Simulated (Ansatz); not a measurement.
## How the functional moves the response of GaIr (Pm-3m) (LDA, PBEsol)

```
Ga Ir
1.0
     2.99840    0.00000    0.00000
     0.00000    2.99840    0.00000
     0.00000    0.00000    2.99840
Ga Ir
1 1
Direct
  0.00000 0.00000 0.00000
  0.50000 0.50000 0.50000
```

This cell (13.48 Å³ an atom) was relaxed by PAW under LDA, and each functional gets its own cell relaxed so. Quantity: elastic moduli (Hill averages, relaxed ions; θ_D from sound speeds over directions).

Runs: (1) LDA, PAW on Ansatz 0.2.0's default frozen-core files (fitted under PBE), scalar-relativistic; k mesh 16×16×16, strains of ±0.008, Fermi-Dirac smearing of 0.050 eV, cutoff 420 eV. (2) PBEsol, PAW on Ansatz 0.2.0's default frozen-core files (fitted under PBE), scalar-relativistic; k mesh 14×14×14, strains of ±0.003, Fermi-Dirac smearing of 0.080 eV, cutoff 420 eV.

Under LDA: B = 259 GPa, G = 62.0 GPa, C11 = 324 GPa, C44 = 72.1 GPa, ν = 0.389, θ_D = 277 K.

Task: Which way does PBEsol move the volume, and by how much?

Result: a = 3.020 Å, 13.77 Å³ an atom: 2.2 % larger.

Task: What does PBEsol give for these quantities?

Result: 

```
quantity       LDA    PBEsol     change
       B   259 GPa   244 GPa       -6 %
       G  62.0 GPa  57.8 GPa       -7 %
     C11   324 GPa   297 GPa       -9 %
     C44  72.1 GPa  74.2 GPa       +3 %
       ν     0.389     0.390  under 1 %
     θ_D     277 K     267 K       -3 %
```

Limits of these numbers: frozen-core PAW files fitted under PBE, their cores solved anew for the functional of the run; responses of metals move with mesh and smearing; no spin-orbit coupling on heavy atoms; the softest shear constant rests on one k mesh, and a soft shear can herald a distortion on cooling.
